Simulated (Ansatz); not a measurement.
# CdGeAs2: Ge-73 NMR of the central transition

Cell: a Materials Project structure (computed, not necessarily an observed phase).

```
Cd Ge As
1.0
    -2.98887    2.98887    5.66430
     2.98887   -2.98887    5.66430
     2.98887    2.98887   -5.66430
Cd Ge As
2 2 4
Cartesian
  2.9889 0.0000 2.8321
  0.0000 0.0000 5.6643
  0.0000 0.0000 0.0000
  0.0000 2.9889 2.8321
  1.3224 4.4833 1.4161
  1.4944 1.6665 4.2482
  1.6665 -1.4944 7.0804
  1.4944 1.3224 -1.4161
```

Atoms are numbered from 1 in the order listed; like atoms form one site, named after its first atom.

The numbers come from a DFT calculation in Ansatz (r2SCAN, plane waves and PAW, scalar-relativistic, 500 eV cutoff, Γ-centred 7×7×7 k-points, Fermi–Dirac smearing 0.02 eV).

Ge-73 has I = 9/2 and Q = -196.0 mb (Pyykkö 2018); at 11.7 T its Larmor frequency is ν₀ = 17.4 MHz. Only the quadrupole interaction is simulated: positions count from each site's isotropic chemical shift, and J coupling is left out, as are shift anisotropy and dipolar coupling, which fast spinning averages.

Question: Give C_Q, η, the quadrupolar product P_Q = |C_Q|(1 + η²/3)^½, the second-order isotropic shift and the breadth of the pattern (fast magic-angle spinning) for each Ge site.

Answer: 

```
site     first shell  C_Q (MHz)     η  P_Q (MHz)  δ_QIS (ppm)  breadth (kHz)
  Ge  4 As at 2.45 Å      -1.24  0.00       1.24        -6.99          0.261
```

δ_QIS = −(ν_Q²/30ν₀²)[I(I+1) − 3/4](1 + η²/3) × 10⁶ ppm with ν_Q = 3|C_Q|/[2I(2I−1)]; it falls as 1/B₀² in ppm, and the breadth as 1/B₀ in kHz.

An axis of threefold or higher order runs through Ge, so V_zz lies along it and η is zero.

With a gap of 0.10 eV under a smearing of 0.02 eV the band edges are partly filled, so small gradients can hang on the smearing and the k-mesh.
